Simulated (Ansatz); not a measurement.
An Ansatz input:

```yaml
crystal:
  lattice:
    - [2.9797605565, 0.0, 0.0]
    - [-1.4898802782, 2.5805483391, 0.0]
    - [0.0, 0.0, 5.0685227568]
  atoms:
    - { symbol: Au, position: [0.3333333333, 0.6666666667, 0.25] }
    - { symbol: Au, position: [0.6666666667, 0.3333333333, 0.75] }
hamiltonian:
  xc: blyp
  pseudopotentials:
    kind: paw
    azcp:
      Au: "pseudopotentials/Au.paw.azcp"
basis:
  ecutwfc: 420
  fft_grid_basis: typed
kpoints:
  mp_grid: { grid: [20, 20, 10], shift: [0, 0, 0] }
magnetization:
  spin_polarized: false
scf:
  occupations: { method: fermi_dirac, width: 0.1 }
output:
  write_density: true
  write_potential: true
  elf: true
  volumetric_format: npy
```

Output

```
Engine: ansatz 0.2.0, aarch64-unknown-linux-gnu
Pseudopotentials: kind: paw
Pseudopotential: Au, paw, valence charge 19, recommended cutoff 420 eV (normal) 
Functional definition: BLYP
  parameter beta = 0.0042
  parameter a = 0.04918
  parameter b = 0.132
  parameter c = 0.2533
  parameter d = 0.349
  exchange = b88_x(beta = beta)
  correlation = lyp_c(a = a, b = b, c = c, d = d)
Crystal: 2 atoms, lattice volume = 38.974 Å³
Basis set: ecut = 420 eV, 749 PW (Γ), exchange–correlation on 40×40×72 points (8 copies of the dense FFT grid, shifted against one another)
Bands: 23, of which v1, the nominal top of the filled ones, is band 19 counted from 1 (18 counted from 0)
Symmetry: 24 space group operations
Space group: P63/mmc (ITA 194), of the structure as read, at distance tolerance 3.4e-5 Å
k-points: 264 of 4000
Non-local potential: Au, projectors of the file, l = 0: 3, l = 1: 2, l = 2: 2, l = 3: 1
PAW form: soft (Blöchl's): semilocal exchange-correlation on the pseudo side does not see the compensation charge
PAW frozen core: Au, regenerated for the run's functional, and the local potential with it (the file was generated under x = pbe(κ = 0.804, μ = 0.2195149727645171), c = pbe(β = 0.06672455060314922))
PAW one-centre angular grid: Au, 590 points (default); XC on 64 Gauss nodes
Initial density: superposition of atomic densities (neutral atoms: chi_scale 0, normalization atom), corrected by the library's trained network
Initial wavefunctions: pseudopotential atomic-orbital guess
Functional: x = b88, c = lyp
SCF iter   1: F=—  HF=-26352.015950 eV  |F-HF|=—  |Δ(HF+E_count)|=         —  Δρ=5.95e-3  dr2=1.37e-2  ethr=1.77e-3  ⟨swp⟩=4.7  Hψ=22694  notcnv=0
SCF iter   2: F=—  HF=-26352.015587 eV  |F-HF|=—  |Δ(HF+E_count)|=   3.63e-4  Δρ=3.55e-3  dr2=4.35e-3  ethr=3.60e-5  ⟨swp⟩=1.0  Hψ=8186  notcnv=0
SCF iter   3: F=—  HF=-26352.015680 eV  |F-HF|=—  |Δ(HF+E_count)|=   9.32e-5  Δρ=8.34e-4  dr2=1.98e-4  ethr=1.15e-5  ⟨swp⟩=2.4  Hψ=8362  notcnv=0
SCF iter   4: F=—  HF=-26352.015802 eV  |F-HF|=—  |Δ(HF+E_count)|=   1.22e-4  Δρ=1.65e-4  dr2=8.85e-6  ethr=5.21e-7  ⟨swp⟩=2.2  Hψ=8687  notcnv=0
SCF iter   5: F=—  HF=-26352.015812 eV  |F-HF|=—  |Δ(HF+E_count)|=   9.91e-6  Δρ=5.17e-5  dr2=9.00e-7  ethr=2.33e-8  ⟨swp⟩=2.0  Hψ=8712  notcnv=0
SCF iter   6: F=-26352.015812 eV  HF=-26352.015812 eV  |F-HF|=3.00e-8  |Δ(HF+E_count)|=   5.85e-7  Δρ=1.52e-5  dr2=9.54e-8  ethr=2.63e-10  ⟨swp⟩=4.3  Hψ=19933  notcnv=0
SCF 1 converged in 6 iterations: F = -26352.015812 eV  dr2 = 9.54e-8
SCF converged after 6 iterations
Free energy (F): -26352.015812 eV
Harris-Foulkes:  -26352.015812 eV  (|F-HF|=3.00e-8)
Internal energy: -26351.993804 eV  (E = F + TS)
E sigma→0 (E₀):  -26352.004808 eV
Entropy (-TS):   -0.022009 eV (-11.004 meV/atom)
Fermi energy:    17.666023 eV
--- Per-component energies (eV) ---
  E_band       = -507.157102
  E_kinetic    = 1208.470255
  E_local      = -3808.138476  (includes V_loc(G=0)·N_el)
  E_nonlocal   = 143.853379
  E_hartree    = 1603.168472
  E_xc         = -448.200031
  E_vxc        = -539.326901  (∫ρ·V_xc dr)
  E_paw        = -19473.567141  (= ΣΔE_a)
  E_vpaw       = -718.376151  (= ΣTr[D̂ρ^β])
  E_aug_tail   = 0.002634  (compensation charges beyond the density's cutoff)
  E_ewald      = -5577.867478
  E_core_change = 0.284584  (= ΣΔE_core)
  E_smearing   = -0.022009  (= −TS)
  E_closure    = 0.000000  (closes the sum)
  Σ components = -26352.015812   (vs F -26352.015812, Δ=0.00e0)
--- Band table (eV; the first three rows and the last of 264) ---
  k-point 0: bands = ["-87.3840", "-87.3795", "-38.8236", "-38.7373", "-38.7373", "-38.7220", "-38.7220", "-38.7141", "9.1947", "11.3511", "13.3879", "13.6713", "13.6713", "13.8980", "13.8980", "14.5198", "14.5198", "15.5575", "15.5575", "17.2518", "19.5105", "32.6558", "33.1411"]
  k-point 1: bands = ["-87.3839", "-87.3796", "-38.8209", "-38.7369", "-38.7369", "-38.7224", "-38.7224", "-38.7168", "9.2665", "11.3451", "13.3759", "13.6580", "13.6580", "13.8806", "13.8806", "14.5653", "14.5653", "15.5460", "15.5460", "16.5886", "20.3216", "32.3583", "33.2612"]
  k-point 2: bands = ["-87.3836", "-87.3799", "-38.8132", "-38.7358", "-38.7358", "-38.7246", "-38.7234", "-38.7234", "9.4770", "11.3156", "13.3469", "13.6311", "13.6311", "13.8334", "13.8334", "14.6852", "14.6852", "15.5084", "15.5084", "15.5270", "21.8342", "31.7398", "33.1628"]
  k-point 263: bands = ["-87.3764", "-87.3764", "-38.8249", "-38.8249", "-38.8073", "-38.8073", "-38.7420", "-38.7420", "12.6054", "12.6054", "13.1955", "13.1955", "13.7260", "13.7260", "14.3862", "14.3862", "15.6109", "15.6109", "21.0966", "21.0966", "22.0469", "22.0469", "24.1020"]
```
